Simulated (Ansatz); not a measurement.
Relaxation path: Hf (diamond type)

DFT, LDA, PAW with Ansatz's default frozen-core files, scalar-relativistic (Ansatz 0.2.0); a Γ-centred 12×12×12 k mesh, Fermi–Dirac smearing of 0.1 eV, no spin polarisation. The run relaxes cell and atoms at a target pressure of 10 GPa.

Command: `ansatz run input.yaml --threads 1 --pin off --max-ram 3584MiB --backend cpu --events-out ev --progress --plain --runs-dir out` It took 29 s on 1 thread of Arm Neoverse V2, on a shared host, peak memory 0.37 GiB.

PAW: frozen-core files, cutoff 420 eV; forces are relaxed below 0.005 eV/Å.

Each step lists its enthalpy F + pV a cell above the last geometry, the pressure, the cell vectors (Å), and Cartesian positions (Å) with forces (eV/Å).

The first step:

```
step 1  dH = 38.37 meV  P = 15.02 GPa
  cell 0.0000 2.8539 2.8539  2.8539 0.0000 2.8539  2.8539 2.8539 0.0000
  Hf -0.7135 -0.7135 -0.7135   0.0000 0.0000 0.0000
  Hf 0.7135 0.7135 0.7135   0.0000 0.0000 0.0000
```

Spin–orbit coupling is left out, which matters for the heavy atoms. The PAW files were made under PBE.

The symmetry of the start is kept and no stability test is made, so the end need not be the stable phase.

Question: Where does the relaxation end, and by which steps?

Answer: After 4 geometries, with conventional a, b, c = 5.815, 5.815, 5.815 Å, at 24.582 Å³/atom (+5.75 % against the start) in space group Fd-3m, with a shortest distance of 2.518 Å. The further steps:
```
step 2  dH = 0.90 meV  P = 9.39 GPa
  cell 0.0000 2.9155 2.9155  2.9155 0.0000 2.9155  2.9155 2.9155 0.0000
  Hf -0.7289 -0.7289 -0.7289   0.0000 0.0000 0.0000
  Hf 0.7289 0.7289 0.7289   0.0000 0.0000 0.0000
step 3  dH = 0.03 meV  P = 9.92 GPa
  cell 0.0000 2.9086 2.9086  2.9086 0.0000 2.9086  2.9086 2.9086 0.0000
  Hf -0.7271 -0.7271 -0.7271   0.0000 0.0000 0.0000
  Hf 0.7271 0.7271 0.7271   0.0000 0.0000 0.0000
step 4  dH = 0.00 meV  P = 10.00 GPa
  cell 0.0000 2.9076 2.9076  2.9076 0.0000 2.9076  2.9076 2.9076 0.0000
  Hf -0.7269 -0.7269 -0.7269   0.0000 0.0000 0.0000
  Hf 0.7269 0.7269 0.7269   0.0000 0.0000 0.0000
step 5  dH = -0.94 meV  P = 10.00 GPa  (same geometry on a basis chosen anew; earlier energies don't compare to the last digit)
  cell 0.0000 2.9076 2.9076  2.9076 0.0000 2.9076  2.9076 2.9076 0.0000
  Hf -0.7269 -0.7269 -0.7269   0.0000 0.0000 0.0000
  Hf 0.7269 0.7269 0.7269   0.0000 0.0000 0.0000
```
